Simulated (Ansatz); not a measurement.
Consider the following.

MgO:
```xyz
4
Lattice="3.2719 0.0000 0.0000 -1.6360 2.8336 0.0000 0.0000 0.0000 4.9188" Properties=species:S:1:pos:R:3 pbc="T T T"
Mg     0.0000     1.8891     0.0095
Mg     1.6360     0.9445     2.4689
O      0.0000     1.8891     1.9807
O      1.6360     0.9445     4.4401
```

This is the LDA-relaxed structure.

All from the program Ansatz at the LDA level (PAW), unless another level is named. Give the formation energy from the elements (no fitted shifts).

-2.76 eV/atom.

And the electron effective mass?

0.35 mₑ (isotropic).

Give the band gap.

3.55 eV (direct).

What about the valence-band maximum?

at Γ.

What about the weight of the conduction-edge state by species (Voronoi cells)?

Mg 51 %, O 49 %.

What about the weight of the valence-edge state by species (Voronoi cells)?

O 94 %, Mg 6 %.

Space group P6_3mc (wurtzite). The workflow started from a Materials Project entry (that database holds measured and hypothetical structures alike); the Crystallography Open Database copy checked does not list it. It is not the phase usual at ambient conditions (space group No. 225). Symmetry was held in the LDA relaxation; phonons on a q-mesh show no instability. The references are the lowest solids computed at this level, not always the standard phases (solids in place of the gases).

Potentials: the earlier of the program's two PAW sets.
